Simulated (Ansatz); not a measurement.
Bi₂Te₂S in space group R3m (No. 160; Pearson symbol hR5), DFT-LDA in the program Ansatz with PAW potentials, all energies at zero smearing, with the estimated change up to a 700 eV cutoff added, with one set of potentials and settings (totals compare only within such a set). Cell of 5 atoms (2 Bi, 2 Te, 1 S): -38696.830 eV.

| element | reference phase | E (eV/atom) |
|---|---|---|
| Bi | R-3m, 2 atoms in the cell | -12085.8651 |
| Te | P3_121, 3 atoms in the cell | -6827.2001 |
| S | Fddd, 32 atoms in the cell | -869.4931 |

Formation energy per atom, worked out: (-38696.830 − 2×(-12085.8651) − 2×(-6827.2001) − 1×(-869.4931))/5 = -0.241 eV/atom (-23 kJ per mol of atoms), at 0 K, without zero-point energy or fitted corrections.

The first step of the workflow began from a Materials Project structure, measured or hypothetical; the Crystallography Open Database copy checked does not list it. COD files the formula under space group No. 166. Whether it is the stable phase at ambient conditions was not checked. The cell was relaxed with LDA under the symmetry of its start; its stability against distortions is not shown here. A crystal of weakly bound layers computed without a dispersion correction: the cell and the soft elastic constants depend strongly on that. The references are the lowest solids computed at this level, not always the standard phases. Spin–orbit coupling is left out wherever it is not named.

Potentials: the later of the program's two PAW sets.
